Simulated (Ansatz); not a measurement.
## TlBi₂: pressure against volume

TlBi₂, P6/mmm, a = 5.709 Å, c = 3.398 Å. The structure is a Materials Project entry; whether it is the stable form wasn't checked. Ansatz: r2SCAN, PAW, 500 eV, Γ-centred 12×12×12 mesh on 3 atoms, Gaussian smearing 0.10 eV; no spin polarisation. Shape and atoms are relaxed at each volume; pressure is positive in compression.

```
V (Å³/atom) P (GPa)
     30.060     3.11
     31.019        ?
     31.979    -0.01
     32.938    -1.20
     33.897    -2.19
```

Take V0 = 31.979 Å³/atom, count pressures from its P0 = -0.01 GPa, fit the third-order Birch–Murnaghan form to the other rows, and predict the missing pressure.

With the Eulerian strain f = ½[(V0/V)^(2/3) − 1] and y = (P − P0)/[3f(1 + 2f)^(5/2)], the form is the line y = B0 + 1.5 B0 (B0′ − 4) f. Rows (f, y): 0.02106, 44.5; -0.00975, 42.7; -0.01904, 42.1. Means f = -0.002577, y = 43.100; Σ(Δf)² = 0.0008812, ΣΔfΔy = 0.05242; the slope is their ratio. y = 43.25 + 59.49 f GPa, so B0 = 43.2 GPa and B0′ = 4 + 2 × (59.49)/(3 × 43.25) = 4.92. At V = 31.019, f = 0.01026, y = 43.86 and P = 1.41 GPa. The run gave 1.42 GPa, so the fit is 0.01 GPa too low, a small miss on the scale of the series.

Spin–orbit coupling is left out, which can shift energies with elements as heavy as these.